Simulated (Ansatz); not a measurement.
## Ru₃Pb₂Se₂: settings compared (Ansatz)

Run with:

```bash
ansatz run input.yaml --threads 1 --pin off --max-ram 2560MiB --backend cpu --events-out ev --progress --plain --runs-dir out
```

The input file (Ansatz 0.2.0, plane waves):

```yaml
crystal:
  lattice:
    - [2.85636, 4.947355, 0.0]
    - [-2.85636, 4.947355, 0.0]
    - [0.0, -3.298237, 4.843408]
  atoms:
    - { symbol: Ru, position: [0.0, 0.0, 0.5] }
    - { symbol: Ru, position: [0.5, 0.0, 0.5] }
    - { symbol: Ru, position: [0.0, 0.5, 0.5] }
    - { symbol: Se, position: [0.2809, 0.2809, 0.8427] }
    - { symbol: Se, position: [0.7191, 0.7191, 0.1573] }
    - { symbol: Pb, position: [0.5, 0.5, 0.5] }
    - { symbol: Pb, position: [0.0, 0.0, 0.0] }
  symmetry: { tolerance: 0.0003 }
kpoints:
  mp_grid: { grid: [4, 4, 4], shift: [0, 0, 0] }
magnetization:
  spin_polarized: false
scf:
  occupations: { method: fermi_dirac, width: 0.0116 }
hamiltonian:
  pseudopotentials: { kind: paw }
  xc: pbesol
basis:
  ecutwfc: 420
output:
  forces: true
  stress: true
  eigenvalues: true
```

Origin of the cell: a known structure type with other elements, at an estimated volume, so it need not be a known compound.

Output of this run (shortened):

```
Warning: crystal.lattice misses the space group found at crystal.symmetry.tolerance 3.0e-4 in a digit that the deck types, which is why this is a warning: making the lattice exact moves one o […]
Pseudopotentials: kind: paw
Pseudopotential: Ru, paw, valence charge 16, recommended cutoff 420 eV (normal), Ru.paw.azcp
Pseudopotential: Se, paw, valence charge 16, recommended cutoff 420 eV (normal), Se.paw.azcp
Pseudopotential: Pb, paw, valence charge 14, recommended cutoff 420 eV (normal), Pb.paw.azcp
Functional definition: PBEsol
  exchange = pbesol_x
  correlation = pbesol_c
Crystal: 7 atoms, lattice volume = 136.889 Å³
Basis set: ecut = 420 eV, 2687 PW (Γ), exchange–correlation on 80×80×80 points (8 copies of the dense FFT grid, shifted against one another)
Bands: 65, of which v1, the nominal top of the filled ones, is band 54 counted from 1 (53 counted from 0)
Symmetry: 12 space group operations
Space group: R-3m (ITA 166), of the structure as read, at distance tolerance 1.5e-3 Å
k-points: 13 of 64
[… 9 lines left out …]
Initial density: superposition of atomic densities (neutral atoms: chi_scale 0, normalization atom), corrected by the library's trained network
Functional: x = pbesol(κ = 0.804, μ = 0.123457), c = pbesol(β = 0.046)
SCF iter   1: F=—  HF=-51807.193044 eV  Δρ=1.10e-2  dr2=1.61e-1  defer=2
SCF iter   2: F=—  HF=-51807.174698 eV  Δρ=4.46e-3  dr2=3.73e-2  defer=28
SCF iter   3: F=—  HF=-51807.169345 eV  Δρ=1.03e-3  dr2=3.70e-3  defer=28
SCF iter   4: F=—  HF=-51807.168878 eV  Δρ=3.94e-4  dr2=5.13e-4  defer=28
SCF iter   5: F=—  HF=-51807.168771 eV  Δρ=1.14e-4  dr2=3.51e-5  defer=15
SCF iter   6: F=—  HF=-51807.168768 eV  Δρ=3.55e-5  dr2=1.99e-6  defer=15
SCF iter   7: F=—  HF=-51807.168768 eV  Δρ=1.14e-5  dr2=2.12e-7  defer=15
SCF iter   8: F=-51807.168768 eV  HF=-51807.168768 eV  Δρ=5.12e-6  dr2=4.12e-8
SCF 1 converged in 8 iterations: F = -51807.168768 eV  dr2 = 4.12e-8
SCF converged after 8 iterations
Free energy (F): -51807.168768 eV
Harris-Foulkes:  -51807.168768 eV  (|F-HF|=2.63e-8)
Internal energy: -51807.161831 eV  (E = F + TS)
E sigma→0 (E₀):  -51807.165300 eV
Entropy (-TS):   -0.006937 eV (-0.991 meV/atom)
Fermi energy:    14.802462 eV
--- Per-component energies (eV) ---
  E_band       = -1074.623212
  E_kinetic    = 2376.061490
  E_local      = -11947.534014  (includes V_loc(G=0)·N_el)
  E_nonlocal   = 566.428263
  E_hartree    = 5016.301213
  E_xc         = -1213.151995
  E_vxc        = -1178.527086  (∫ρ·V_xc dr)
  E_paw        = -34459.210423  (= ΣΔE_a)
  E_vpaw       = -923.651149  (= ΣTr[D̂ρ^β])
  E_aug_tail   = -0.001627  (compensation charges beyond the density's cutoff)
  E_ewald      = -12148.955761
  E_core_change = 2.901022  (= ΣΔE_core)
  E_smearing   = -0.006937  (= −TS)
  Σ components = -51807.168768   (vs F -51807.168768, Δ=0.00e0)
--- Forces (eV/Å), atoms counted from 1 ---
  atom   1  Ru    -0.000000     0.000000    -0.000000
  atom   2  Ru    -0.000000     0.000000    -0.000000
  atom   3  Ru     0.000000     0.000000     0.000000
  atom   4  Se    -0.000000    -0.000000     2.327836
  atom   5  Se    -0.000000     0.000000    -2.327836
  atom   6  Pb    -0.000000     0.000000     0.000000
  atom   7  Pb    -0.000000     0.000000     0.000000
  max |Σ_I F_I| component: 3.18e-18 eV/Å
--- Stress (GPa, compression-positive) ---
        1.938314      -0.000000       0.000000
       -0.000000       1.938314      -0.000000
        0.000000      -0.000000       2.718410
  P = ⅓ Tr σ = 2.1983 GPa (21.983 kbar)
```

The same input was run again with these changes:

1. `scf.occupations.method` fermi_dirac → gaussian; `scf.occupations.width` 0.0116 → 0.2
2. `hamiltonian.xc` pbesol → lda
3. `scf.occupations.width` 0.0116 → default; `scf.occupations.method` fermi_dirac → tetrahedron; `basis.ecutwfc` 420 → "40.4 Ry"; `basis.xc_grid` default → 4

```tsv
run	end	SCF iterations	P (GPa)	max force component (eV/Å)	moment (μB)	ΔE(σ→0) (meV/atom)
base	converged	8	2.20	2.328	–	0
1	converged	8	2.32	2.334	–	-2.03
2	converged	8	-0.85	2.030	–	–
3	converged	8	2.21	2.313	–	-2.20
```

Energies are compared only where functional, datasets, charge and starting cell are the same.

Not properties of the system: run 1 (too coarse or loose: `scf.occupations.width` = 0.2).

Caveats of the base run: no moments, though an odd count or open d shells may carry them; no spin-orbit coupling, though heavy elements are present; the k mesh is coarse if the cell is a metal.

Run 1: wide smearing.
Run 3: forces and stress under tetrahedra may miss the slope of the energy.

The base run took 4.9 s on 1 thread of Intel(R) Xeon(R) Platinum 8488C (Sapphire Rapids), on a shared host, peak memory 0.53 GiB, from the program's own first density.
